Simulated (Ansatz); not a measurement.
**Sb₂Os, first-principles data**

Sb2Os:
```xyz
6
Lattice="5.9668 0.0000 0.0000 0.0000 6.7228 0.0000 0.0000 0.0000 3.2426" Properties=species:S:1:pos:R:3 pbc="T T T"
Sb     1.8979     5.7740     1.6213
Sb     4.0689     0.9487     1.6213
Sb     4.8814     4.3101     0.0000
Sb     1.0855     2.4126     0.0000
Os     2.9834     3.3614     1.6213
Os     0.0000     0.0000     0.0000
```

Space group Pnnm (No. 58); conventional cell a = 5.9668 Å, b = 6.7228 Å, c = 3.2426 Å, α = β = γ = 90.00°.

Method: r²SCAN in the plane-wave PAW code Ansatz. Structure relaxed to zero pressure with the same functional. Other levels are named where they apply.

**Cell and energy**

- Volume per atom = 21.68 Å³
- Density = 11.07 g/cm³
- Formation energy from the elements (no fitted shifts) = -0.060 eV/atom

**Electronic structure**

- Band gap: 0.50 eV (indirect)
- Valence-band maximum: at R (k = 0.500, 0.500, 0.500 in fractions of the reciprocal vectors)
- Conduction-band minimum: on the Γ–Z line, 50 % of the way from Γ (k = 0.000, 0.000, 0.250 in fractions of the reciprocal vectors) (2 equivalent valleys)
- Smallest direct gap on the standard path: 1.16 eV
- Electron effective mass: 0.45, 0.56, 1.8 mₑ (principal values)

**Mechanics**

Bulk modulus (Birch–Murnaghan fit): 136 GPa
Pressure derivative B′: 4.9

**Charges**

- Bader charges: Sb +0.29, Os -0.57 e

The first step of the workflow began from a Materials Project structure, measured or hypothetical; the Crystallography Open Database files this formula in space group No. 58, but the cells were not matched. Whether it is the stable phase at ambient conditions was not checked. The r²SCAN relaxation kept the symmetry of its start; whether a distortion lowers the energy is not shown. No spin polarisation was allowed. The references are the lowest solids computed at this level, not always the standard phases. Scalar-relativistic: spin–orbit coupling is off unless named, which matters more the heavier the elements.

Potentials: the later of the program's two PAW sets.
